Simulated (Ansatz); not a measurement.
TiTe$_{2}$:
```xyz
6
Lattice="6.1453 0.0000 0.0000 0.0000 7.0449 0.0000 0.0000 0.0000 3.7324" Properties=species:S:1:pos:R:3 pbc="T T T"
Ti     0.0000     0.0000     0.0000
Ti     3.0727     3.5225     1.8662
Te     1.3773     2.4566     0.0000
Te     4.4500     1.0659     1.8662
Te     1.6954     5.9790     1.8662
Te     4.7680     4.5883     0.0000
```

Relaxed with PBE. Special points in fractions of this cell's reciprocal vectors: Γ (0.000, 0.000, 0.000); X (0.500, 0.000, 0.000); S (0.500, 0.500, 0.000); Y (0.000, 0.500, 0.000); Z (0.000, 0.000, 0.500); U (0.500, 0.000, 0.500); R (0.500, 0.500, 0.500); T (0.000, 0.500, 0.500).

### Question
List the band energies nearest the Fermi level at these points for plane-wave PAW PBE (Ansatz code).

### Answer
In eV from the Fermi level; about four levels below and three above (degenerate sets whole), none deeper than 8.9 eV; points with the same levels are listed once.

```
k                    below                above
-  -----------------------  -------------------
Γ  -1.66 -1.54 -0.96 -0.35       0.11 0.53 0.54
X  -0.47 -0.47 -0.30 -0.30  0.07 0.07 1.19 1.19
S  -1.48 -1.48 -0.19 -0.19  0.15 0.15 0.58 0.58
Y  -0.58 -0.58 -0.51 -0.51  0.32 0.32 1.12 1.12
Z  -2.50 -2.50 -1.27 -1.27  0.56 0.56 1.30 1.30
U  -2.66 -2.66 -2.47 -2.47  0.14 0.14 0.31 0.31
R  -1.42 -1.42 -0.73 -0.73  0.50 0.50 0.93 0.93
T  -1.28 -1.28 -0.12 -0.12  1.18 1.18 1.50 1.50
```

Space group Pnnm. The cell is a constructed one: a structure type filled with these elements; neither database checked (COD, Materials Project) lists it. COD files the formula under space group No. 164, so this cell is another polymorph or a model. Whether it is the stable phase at ambient conditions was not checked. The PBE relaxation kept the symmetry of its start; whether a distortion lowers the energy is not shown. No spin polarisation was allowed. Spin–orbit coupling is left out wherever it is not named.

Potentials: the later of the program's two PAW sets.
